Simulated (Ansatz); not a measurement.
Input file for Ansatz (a quantum-chemistry and plane-wave program):

Ansatz 0.2 input:
```yaml
crystal:
  lattice:
    - [0.0, 2.6921764872, 2.6921764872]
    - [2.6921764872, 0.0, 2.6921764872]
    - [2.6921764872, 2.6921764872, 0.0]
  atoms:
    - { symbol: Ni, position: [0.0, 0.0, 0.0] }
    - { symbol: Si, position: [0.25, 0.25, 0.25] }
    - { symbol: Si, position: [0.75, 0.75, 0.75] }
kpoints:
  mp_grid: { grid: [15, 15, 15] }
hamiltonian:
  xc: r2scan
  pseudopotentials: { kind: paw }
scf:
  occupations: { method: fermi_dirac, width: 0.1 }
phonons:
  method: dfpt
  response_accuracy: low
  qmesh: [3, 3, 3]
  interpolated_qmesh: [17, 17, 17]
  dielectric: false
  rigid_motions: translations
  temperatures: { t_max: 1000, t_step: 50 }
  qpath:
    path:
      - [[0.0, 0.0, 0.0], [0.5, 0.0, 0.5], [0.625, 0.25, 0.625]]  # Γ-X-U
      - [[0.375, 0.375, 0.75], [0.0, 0.0, 0.0], [0.5, 0.5, 0.5], [0.5, 0.25, 0.75], [0.5, 0.0, 0.5]]  # K-Γ-L-W-X
    npoints: 13
```

Output (shortened):

```
WARN phonons: nothing shows that this cell's Born effective charges vanish (its symmetry is asked only of a neutral cell with symmetry detection on), so it may …
Pseudopotential: Ni, paw, valence charge 18
Pseudopotential: Si, paw, valence charge 4
Functional definition: r2SCAN
Crystal: 3 atoms, lattice volume = 39.025 Å³
Basis set: ecut = 500 eV, 965 PW (Γ), exchange–correlation on 150×150×150 points (125 copies of the dense FFT grid, shifted against one another)
Bands: 17, of which v1, the nominal top of the filled ones, is band 13 counted from 1 (12 counted from 0)
Symmetry: 48 space group operations
k-points: 512 of 3375 (irreducible under 4 space group operations, time reversal used)
SCF iter   1: F=—  HF=-7124.420859 eV  |F-HF|=—  |Δ(HF+E_count)|=         —  Δρ=1.49e-2  dr2=9.12e-2  dr2_τ=7.11e-2  ethr=1.77e-3  ⟨swp⟩=5.3  Hψ=45484  notcnv=0
preconditioner: auto → Kerker (q_TF=auto, 2.550 Å⁻¹)
SCF iter   2: F=—  HF=-7124.500459 eV  |F-HF|=—  |Δ(HF+E_count)|=   7.96e-2  Δρ=1.68e-2  dr2=5.86e-2  dr2_τ=4.72e-4  ethr=3.51e-4  ⟨swp⟩=2.2  Hψ=19630  notcnv=0
SCF iter   3: F=—  HF=-7124.492756 eV  |F-HF|=—  |Δ(HF+E_count)|=   7.70e-3  Δρ=5.74e-3  dr2=1.48e-2  dr2_τ=2.46e-5  ethr=2.25e-4  ⟨swp⟩=2.1  Hψ=13713  notcnv=0
SCF iter   4: F=—  HF=-7124.491067 eV  |F-HF|=—  |Δ(HF+E_count)|=   1.69e-3  Δρ=2.18e-3  dr2=1.22e-3  dr2_τ=1.03e-5  ethr=5.69e-5  ⟨swp⟩=1.2  Hψ=9694  notcnv=0
SCF iter   5: F=—  HF=-7124.491054 eV  |F-HF|=—  |Δ(HF+E_count)|=   1.28e-5  Δρ=1.28e-3  dr2=4.19e-4  dr2_τ=7.50e-6  ethr=4.68e-6  ⟨swp⟩=2.1  Hψ=14038  notcnv=0
SCF iter   6: F=—  HF=-7124.491028 eV  |F-HF|=—  |Δ(HF+E_count)|=   2.56e-5  Δρ=4.63e-4  dr2=5.29e-5  dr2_τ=1.86e-7  ethr=1.61e-6  ⟨swp⟩=2.5  Hψ=12394  notcnv=0
SCF iter   7: F=—  HF=-7124.491034 eV  |F-HF|=—  |Δ(HF+E_count)|=   6.01e-6  Δρ=1.08e-4  dr2=3.82e-6  dr2_τ=3.54e-8  ethr=2.04e-7  ⟨swp⟩=1.2  Hψ=9499  notcnv=0
SCF iter   8: F=—  HF=-7124.491026 eV  |F-HF|=—  |Δ(HF+E_count)|=   8.42e-6  Δρ=3.03e-5  dr2=3.99e-7  dr2_τ=2.93e-9  ethr=1.47e-8  ⟨swp⟩=2.6  Hψ=15596  notcnv=0
SCF iter  12: F=-7124.491025 eV  HF=-7124.491025 eV  |F-HF|=0.00e0  |Δ(HF+E_count)|=  6.37e-12  Δρ=4.93e-8  dr2=7.91e-13  dr2_τ=6.03e-15  ethr=1.00e-12  ⟨swp⟩=5.9  Hψ=39865  notcnv=0
SCF 1 converged in 12 iterations: F = -7124.491025 eV  dr2 = 7.91e-13
DFPT response loops at Γ: preconditioner auto → Kerker (q_TF=auto, 2.550 Å⁻¹) (partly filled bands, converged f_vac=0.002) …
NSCF: frozen V_eff on 120 k-points
NSCF: frozen V_eff on 3600 k-points
DFPT response loops at q = (0, 0, 0.3333333333333333) (fractional): mixed as the last ones told, above
NSCF: frozen V_eff on 1920 k-points
DFPT response loops at q = (0, 0.3333333333333333, 0.3333333333333333) (fractional): mixed as the last ones told, above
NSCF: frozen V_eff on 3600 k-points
DFPT response loops at q = (0, 0.3333333333333333, -0.33333333333333337) (fractional): mixed as the last ones told, above
SCF converged after 12 iterations
Free energy (F): -7124.491025 eV
Harris-Foulkes:  -7124.491025 eV  (|F-HF|=0.00e0)
Internal energy: -7124.465503 eV  (E = F + TS)
E sigma→0 (E₀):  -7124.478264 eV
Entropy (-TS):   -0.025522 eV (-8.507 meV/atom)
Fermi energy:    13.556567 eV
--- Per-component energies (eV) ---
  E_band       = -366.501363
  E_kinetic    = 371.209666
  E_local      = -4896.483969  (includes V_loc(G=0)·N_el)
  E_nonlocal   = 681.293623
  E_hartree    = 2123.004402
  E_xc         = -186.245056
  E_vxc        = -224.135622  (∫ρ·V_xc dr)
  E_paw        = -2678.779797  (= ΣΔE_a)
  E_vpaw       = -557.964095  (= ΣTr[D̂ρ^β])
  E_aug_tail   = 0.000273  (compensation charges beyond the density's cutoff)
  E_vtau       = 13.569879  (kinetic-family band-sum trace: ∫τ·v_τ [+ j·A + Jᵃ·Aᵃ] dr)
  E_ewald      = -2538.011711
  E_core_change = -0.452935  (= ΣΔE_core)
  E_smearing   = -0.025522  (= −TS)
  E_closure    = 0.000000  (closes the sum)
  Σ components = -7124.491025   (vs F -7124.491025, Δ=0.00e0)
  [band-id]    e_kinetic+e_local+e_nonlocal+2·e_hartree+e_vxc+e_vpaw+e_augmentation_tail+e_vtau = -366.501440   (vs E_band -366.501363, Δ=-7.64e-5)
--- Band table (eV; the first three rows and the last of 512) ---
  k-point 0: bands = ["-94.9309", "-53.8472", "-53.8472", "-53.8472", "-1.2561", "7.9142", "7.9142", "7.9142", "9.6813", "9.6813", "13.6449", "15.2773", "15.2773", "15.2773", "15.7493", "15.7493", "15.7493"]
  k-point 1: bands = ["-94.9309", "-53.8472", "-53.8472", "-53.8472", "-1.1859", "7.7775", "7.9370", "7.9370", "9.6680", "9.6680", "13.4475", "14.4726", "14.8377", "14.8377", "16.1994", "16.1994", "16.8271"]
  k-point 2: bands = ["-94.9309", "-53.8474", "-53.8472", "-53.8472", "-0.9760", "7.3809", "8.0019", "8.0019", "9.6355", "9.6355", "12.5203", "14.2565", "14.2565", "14.4084", "16.5924", "16.5924", "17.8495"]
  k-point 511: bands = ["-94.9310", "-53.8481", "-53.8478", "-53.8474", "1.6201", "4.7558", "6.8001", "8.9621", "8.9840", "9.0486", "10.0947", "10.4220", "11.8863", "14.5018", "16.5687", "17.8912", "20.0363"]
--- Phonons (Γ-DFPT): 2 representative perturbations + reference, on 512 of 3375 k-points (Σ response iterations 12) ---
  ASR residual: 1.403e-3 → 0.000e0 eV/Å²; symmetrization residual: 5.741e-5 eV/Å²
  ASR residual per site (eV/Å²): 1.40e-3 1.17e-4 1.17e-4
  Γ frequencies (cm⁻¹): 0.00 0.00 0.00 318.27 318.27 318.27 337.49 337.49 337.49
  non-analytic LO–TO correction: not included (Born effective charges unavailable; polar crystals …
--- Phonons (arbitrary-q DFPT): 4 irreducible q on the 3×3×3 mesh ---
  q = [0.0000, 0.0000, 0.0000] (star 1, of the zone-centre solve; hermiticity 7.90e-6, symmetrization 1.42e-6):  0.00  0.00  0.00 318.27 318.27 318.27 337.49 337.49 337.49
  q = [0.0000, 0.0000, 0.3333] (star 8, 2 solved perturbations on 1800 of 3375 k-point pairs; hermiticity 4.35e-6, symmetrization 9.12e-12): 95.48 95.48 237.01 306.73 306.73 348.21 350.73 350.73 385.86
  q = [0.0000, 0.3333, 0.3333] (star 6, 4 solved perturbations in 3000 linear systems a pass and spin channel, the states on 960 of 3375 k-point pairs; hermiticity 1.18e-5, symmetrization 1.06e-10): 132.45 132.45 218.77 273.36 273.36 304.21 374.90 374.90 402.58
  q = [0.0000, 0.3333, -0.3333] (star 12, 4 solved perturbations in 5520 linear systems a pass and spin channel, the states on 1800 of 3375 k-point pairs; hermiticity 5.65e-6, symmetrization 1.77e-13): 146.57 229.49 244.99 275.26 285.86 324.41 371.68 371.84 392.86
  sum rule: each row above includes the acoustic sum rule's correction from the zone centre's row sums; it moved no ω² by more than (2.55 cm⁻¹)²
  mesh force constants: q→R imaginary residual 1.37e-16; ASR residual 1.403e-3 → 0.000e0 eV/Å²; symmetrization residual 5.329e-15 eV/Å²
  interpolated dispersion: 80 rows × 9 modes
  density of states and harmonic sums: on the 17×17×17 q-mesh, interpolated from the force constants of a 3×3×3 supercell (no non-analytic term)
  largest difference from the sums on the solved wave vectors: F 1.93e-2 eV, S 2.88e-5 and C_V 9.52e-6 eV/K
  zero-point energy: 0.157680 eV/cell   skipped modes (ω ≤ 0): 3   left out of the sums: 6.78e-5 of the cell's modes …
```

Cost: around 80 core-minutes (rough) on shared cores.

Space group Fm-3m (fluorite or antifluorite type). The cell was relaxed with r²SCAN under the symmetry of its start. The run is not spin-polarised. As this level gives no gap, phonon frequencies hold no LO–TO term and depend on the k-mesh and smearing (Fermi–Dirac, 0.1 eV here).

Potentials: the later of the program's two PAW sets.

Ansatz is a plane-wave DFT program.
